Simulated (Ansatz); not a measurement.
SiO2:
```xyz
12
Lattice="4.0712 0.0000 0.0000 0.0000 5.0295 0.0000 0.0000 0.0000 4.4826" Properties=species:S:1:pos:R:3 pbc="T T T"
Si     2.0356     1.7510     3.3619
Si     2.0356     3.2785     1.1206
Si     0.0000     0.7637     1.1206
Si     0.0000     4.2658     3.3619
O      1.0945     3.1080     2.6017
O      2.9767     1.9215     1.8809
O      0.9411     4.4363     0.3604
O      3.1301     0.5932     4.1222
O      3.1301     4.4363     1.8809
O      0.9411     0.5932     2.6017
O      2.9767     3.1080     4.1222
O      1.0945     1.9215     0.3604
```

This is the r²SCAN-relaxed structure.

Question: All from plane-wave PAW r²SCAN (Ansatz code), unless another level is named. Give the highest zone-centre frequency (without LO–TO term).

Answer: 934 cm⁻¹.

Question: And the bulk modulus (Birch–Murnaghan fit)?

Answer: 327 GPa.

Space group Pbcn. The workflow started from a Materials Project entry (that database holds measured and hypothetical structures alike); the Crystallography Open Database copy checked does not list it. It is not the phase usual at ambient conditions (space group No. 92, 152, 154). The cell was relaxed with r²SCAN under the symmetry of its start; of distortions, only those at the zone centre were tested.

Potentials: the earlier of the program's two PAW sets.
